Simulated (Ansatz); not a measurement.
# Piezoelectric tensor of InSb at 11 GPa (stress–strain coefficients)

Theory: DFT LDA, scalar-relativistic, plane waves, PAW in Ansatz. Settings: 420 eV plane-wave cutoff, Γ-centred 12×12×12 mesh, fixed occupations. No spin polarisation.

The cell, relaxed at 11 GPa:
```xyz
2
Lattice="0.0000 3.0566 3.0566 3.0566 0.0000 3.0566 3.0566 3.0566 0.0000" Properties=species:S:1:pos:R:3 pbc="T T T"
In    0.0000    0.0000    0.0000
Sb    4.5850    4.5850    4.5850
```

Spin–orbit coupling is left out, which matters for heavy elements. The real crystal has changed phase below this pressure. The bands were filled as in an insulator; under compression the gap may have closed between mesh points.

Q: Give the relaxed-ion proper piezoelectric stress tensor e_iJ (C/m², Voigt columns xx yy zz yz xz xy).

A:
```
x    0.000  0.000  0.000 -0.140  0.000  0.000
y    0.000  0.000  0.000  0.000 -0.140  0.000
z    0.000  0.000  0.000  0.000  0.000 -0.140
```
Signs follow the orientation of the cell as given.

Q: With the elastic constants (GPa, Voigt order)
```
110.5  87.0  87.0   0.0   0.0   0.0
 87.0 110.5  87.0   0.0   0.0   0.0
 87.0  87.0 110.5   0.0   0.0   0.0
  0.0   0.0   0.0  27.6   0.0   0.0
  0.0   0.0   0.0   0.0  27.6   0.0
  0.0   0.0   0.0   0.0   0.0  27.6
```
find the strain coefficients d = e·C⁻¹ (pC/N).

A:
```
x    0.0  0.0  0.0 -5.1  0.0  0.0
y    0.0  0.0  0.0  0.0 -5.1  0.0
z    0.0  0.0  0.0  0.0  0.0 -5.1
```

Cost: 1 run of about 11 core-minutes, on Intel Xeon Processor @ 2.50GHz (Skylake/Cascade Lake) (shared hosts).